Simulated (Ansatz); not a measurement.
# Competing spin states in Li$_{2}$MnO$_{2}$

```
CELL_PARAMETERS angstrom
6.39000 0.00000 0.00000
-1.59750 2.76695 0.00000
0.00000 0.00000 5.30300
ATOMIC_POSITIONS crystal
Li 0.33333 0.33333 0.39100
Li 0.16667 0.66667 0.60900
Mn 0.00000 0.00000 0.00000
O 0.16667 0.66667 0.24900
O 0.33333 0.33333 0.75100
Li 0.83333 0.33333 0.39100
Li 0.66667 0.66667 0.60900
Mn 0.50000 0.00000 0.00000
O 0.66667 0.66667 0.24900
O 0.83333 0.33333 0.75100
```

Method: r2SCAN in Ansatz 0.2.0, PAW datasets, plane waves to 500 eV, 4×8×4 Γ-centred mesh, fermi-dirac occupations of width 0.050 eV. The atoms are fixed and numbered as listed; spin is collinear, without spin-orbit coupling.

Different starts of the self-consistent cycle ended in different solutions. Their moments in μB:

```tsv
state	Mn3	Mn8	other atoms together	size of the net moment a cell
A	4.28	-4.28	0.00	0.00
B	0.00	0.00	0.00	0.00
C	4.29	4.29	0.51	10.00
```

Site moments are taken in small spheres that don't touch (radius about 0.4 of the atom's shortest bond), so those of the magnetic atoms read low, and they needn't add up to the net moment. State B was run without spin polarisation.

Problem. What is the order in energy at zero smearing?

Solution. State A (antiparallel, compensated) is lowest; C (parallel moments) lies 4.8 meV above it, B (without moments) lies 664 meV above it, all counted an atom of the cell.

Problem. Which states have a gap on the mesh, and what pressure does each exert on this cell?

Solution. A: gap 2.83 eV, -3.9 GPa; B: no gap, -19.8 GPa; C: gap 2.31 eV, -3.4 GPa (positive in compression). Moments take up room: without them the pressure is lower, so that state wants a smaller cell.

Problem. What do states C and A say about the exchange?

Solution. Between C and A the moments keep their size (4.29 against 4.28 μB in the mean), so the difference mostly measures the exchange between the flipped sites: the antiparallel order gains 24 meV for each Mn atom. The nearest flipped pair stands 3.19 Å apart. Flipped pairs are linked through O; the widest Mn–O–Mn angle among the nearer links is 90°, at 3.19 Å between the metal atoms.

Problem. How much does the cell gain by forming moments?

Solution. 664 meV an atom of the cell, or 3321 meV for each Mn atom, against state B, which has none. A run without spin would miss this and give wrong energies and forces. That state isn't the paramagnet, which keeps its moments, so this is no ordering energy.

The cell is that of a Crystallography Open Database entry, unchanged but doubled along one cell vector so that moments can oppose.

Caveats: only orders that fit this cell and collinear spins were tried, so the true order may need a larger cell or canted moments; atoms and cell are not relaxed, and each state would relax in its own way; semilocal functionals without U often misplace the states of 3d oxides, halides and chalcogenides; the k mesh is coarse, so differences of a few meV are uncertain where a state is a metal; one start a pattern, so a lower state of the same pattern may exist; the nearest magnetic atoms form triangles, which frustrates antiparallel coupling, so the true order may be non-collinear or need another cell; the atoms stand off equilibrium, with forces up to 0.9 eV/Å.
